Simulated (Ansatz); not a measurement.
Input file for Ansatz (a first-principles code):

Ansatz 0.2 input:
```yaml
crystal:
  lattice:
    - [0.0, 2.7088203423, 2.7088203423]
    - [2.7088203423, 0.0, 2.7088203423]
    - [2.7088203423, 2.7088203423, 0.0]
  atoms:
    - { symbol: Cd, position: [0.0, 0.0, 0.0] }
    - { symbol: F, position: [0.25, 0.25, 0.25] }
    - { symbol: F, position: [0.75, 0.75, 0.75] }
kpoints:
  mp_grid: { grid: [7, 7, 7] }
hamiltonian:
  xc: hse06
  pseudopotentials: { kind: paw }
scf:
  occupations: { method: fixed }
checkpoint: { read: static.run }
output: { bader: true, populations: true }
```

Output (shortened):

```
WARN checkpoint.read: basis.xc_grid differs: saved 2, current 1 (points along each axis for each point of the dense box …
WARN checkpoint.read: where the exact-exchange loop starts from the saved orbitals it accepts no state on its first cycle, because this run solves another …
Pseudopotentials: kind: paw
Pseudopotential: Cd, paw, valence charge 20
Pseudopotential: F, paw, valence charge 7
Functional definition: HSE06
davidson cushion auto → on  (no smearing: the cushion is to keep the highest requested band from converging to the state above it …
Crystal: 3 atoms, lattice volume = 39.753 Å³
Basis set: ecut = 420 eV, 749 PW (Γ)
Bands: 21, of which v1, the nominal top of the filled ones, is band 17 counted from 1 (16 counted from 0)
Symmetry: 48 space group operations
Space group: Fm-3m (ITA 225), of the structure as read, at distance tolerance 3.4e-5 Å
k-points: 20 of 343
PAW frozen core: Cd, regenerated for the run's functional, and the local potential with it
PAW frozen core: F, regenerated for the run's functional, and the local potential with it
Initial density: read from a saved state, or passed on in memory by an earlier SCF of this step, an earlier step, the calling program or the single point that …
Initial wavefunctions: those read from a saved state, or passed on in memory by an earlier step or the calling program
Eigensolver: davidson
Functional: x = pbe(κ = 0.804, μ = 0.2195149727645171) + 0.25 (exact − pbe) at short range (hse, ω = 0.20786987370883472 Å⁻¹), c = pbe(β = 0.06672455060314922); HSE06 as pw.x's `hse` composes it (authors' and Libxc's form: `xc: wpbeh`)
Exchange kernel: α = 0.2500, screened, ω = 0.2079 Å⁻¹, Wigner–Seitz truncation, v(0) = 1046.8827 eV·Å³, q-mesh 7×7×7, nearest image of the exchange supercell L …
Frozen-core exchange: fock
iter 1 solved again at ethr=1.36e-11 eV; its pass at ethr=1.00e-1 eV (dr2=4.61e-9 eV) is discarded
SCF iter   1: F=—  HF=-9875.587912 eV  |F-HF|=—  |Δ(HF+E_count)|=         —  Δρ=1.02e-5  dr2=3.11e-8  ethr=1.36e-11  ⟨swp⟩=4.8  Hψ=2347  notcnv=0  reapply=2
preconditioner: auto → none
SCF iter   2: F=-9875.587912 eV  HF=-9875.587912 eV  |F-HF|=1.38e-10  |Δ(HF+E_count)|=   1.06e-8  Δρ=3.23e-6  dr2=3.92e-9  ethr=1.36e-11  ⟨swp⟩=4.0  Hψ=1476  notcnv=0
SCF 1 converged in 2 iterations: F = -9875.587912 eV  dr2 = 3.92e-9
hybrid outer 1: dexx = +6.301e-9 eV, tail = 3.74e-7 eV
Crystal: 3 atoms, lattice volume = 39.753 Å³
Initial density: handed on by an earlier stage of this run
Initial wavefunctions: those handed on with the density
Exchange kernel: α = 0.2500, screened, ω = 0.2079 Å⁻¹, Wigner–Seitz truncation, v(0) = 1046.8827 eV·Å³, q-mesh 7×7×7, nearest image of the exchange supercell L …
Frozen-core exchange: fock
SCF iter   1: F=—  HF=-9875.587919 eV  |F-HF|=—  |Δ(HF+E_count)|=         —  Δρ=1.34e-5  dr2=3.95e-8  ethr=5.51e-9  ⟨swp⟩=2.0  Hψ=940  notcnv=0
preconditioner: auto → none
iter 2 solved again at ethr=1.01e-11 eV; its pass at ethr=1.14e-10 eV (dr2=3.42e-9 eV) is discarded
SCF iter   2: F=-9875.587919 eV  HF=-9875.587919 eV  |F-HF|=2.93e-9  |Δ(HF+E_count)|=   1.19e-8  Δρ=3.98e-6  dr2=3.63e-9  ethr=1.01e-11  ⟨swp⟩=2.0  Hψ=2167  notcnv=0
SCF 2 converged in 2 iterations: F = -9875.587919 eV  dr2 = 3.63e-9
hybrid outer 2: dexx = +3.468e-9 eV, tail = 7.83e-9 eV, Δε = 7.93e-4 eV (about 1.56e-4 eV left of the loop's levels)
hybrid SCF converged: 2 outer / 4 inner (+0 warm-up), last move |dexx| = 3.47e-9 eV, tail = 7.83e-9 eV
Stability not checked (fock_operator)
Free energy (F): -9875.587919 eV
Frozen-core exchange: fock
Harris-Foulkes:  -9875.587919 eV  (|F-HF|=2.93e-9)
Internal energy: -9875.587919 eV  (E = F + TS)
E sigma→0 (E₀):  -9875.587919 eV
Fermi energy:    4.586582 eV
--- Per-component energies (eV) ---
  E_band       = -578.748604
  E_kinetic    = 923.070508
  E_local      = -4275.154579  (includes V_loc(G=0)·N_el)
  E_nonlocal   = 182.282401
  E_hartree    = 1896.351989
  E_xc         = -267.661448
  E_vxc        = -336.353322  (∫ρ·V_xc dr)
  E_exx        = -141.889732  (= α·E_x^exact, valence–valence)
  E_paw        = -4418.828845  (= ΣΔE_a)
  E_vpaw       = -581.520643  (= ΣTr[D̂ρ^β])
  E_aug_tail   = 0.004089  (compensation charges beyond the density's cutoff)
  E_ewald      = -3773.099903
  E_core_change = -0.662401  (= ΣΔE_core)
  E_smearing   =  0.000000  (= −TS)
  E_closure    =  0.000000  (closes the sum)
  Σ components = -9875.587919   (vs F -9875.587919, Δ=1.82e-12)
  [band-id]    e_kinetic+e_local+e_nonlocal+2·e_hartree+e_vxc+2·e_exx+e_vpaw+e_augmentation_tail = -578.747030   (vs E_band -578.748604, Δ=1.57e-3)
--- Band table (eV; the first three rows and the last of 20) ---
  k-point 0: bands = ["-98.0126", "-57.7982", "-57.7982", "-57.7982", "-17.7124", "-16.6276", "-1.3774", "-1.3774", "-1.3774", "-0.1639", "-0.1639", "3.6774", "3.6774", "3.6774", "4.0450", "4.0450", "4.0450", "9.7917", "19.5368"]
  k-point 1: bands = ["-98.0127", "-57.7987", "-57.7984", "-57.7984", "-17.6491", "-16.6836", "-1.3028", "-1.3028", "-1.1620", "-0.1838", "-0.1838", "3.1128", "3.5170", "3.5170", "3.9399", "4.0820", "4.0820", "10.4871", "18.6337"]
  k-point 2: bands = ["-98.0126", "-57.7997", "-57.7986", "-57.7986", "-17.4820", "-16.8315", "-1.1461", "-1.1461", "-0.6121", "-0.1881", "-0.1881", "2.3291", "3.1536", "3.1536", "3.3109", "4.1421", "4.1421", "12.0729", "17.2769"]
  k-point 19: bands = ["-98.0126", "-57.8001", "-57.7999", "-57.7992", "-17.1401", "-17.1138", "-0.7658", "-0.5463", "-0.3196", "-0.2674", "-0.2102", "1.1292", "2.0023", "2.7701", "3.3308", "4.0970", "4.5866", "14.9275", "17.7333"]
  band table: 19 of 19 bands, residual norms ≤ 1.0e-3 eV
  guard bands above this table: 2 of the run's 21 bands. The solve was not asked for them (output.publish_guard_bands: true or output.eigenvalues …
--- Löwdin populations: 3 sites ---
  site symbol       q [e]
     0     Cd     18.3828
     1      F      7.7463
     2      F      7.7463
  spilling = 0.003667 (of n_electrons = 34.000000)
--- Bader charges: 3 sites ---
  site symbol  charge [e]  shift [e]
     0     Cd      1.5626     0.0025
     1      F     -0.7813     0.0012
     2      F     -0.7813     0.0012
  shift: an alarm, by how much a part of what the PAW files miss would move the charge. Where it is large, compare
  with a run on PAW files of another source; a small one proves nothing
  estimated error of the sums over rays = 2.1e-4 e
```

Cost: about 40 core-seconds (a rough figure) on shared cores.

The cell was relaxed with HSE06 under the symmetry of its start. Scalar-relativistic: spin–orbit coupling is off unless named, which matters more the heavier the elements.

Potentials: the later of the program's two PAW sets.

Ansatz is a plane-wave DFT program.
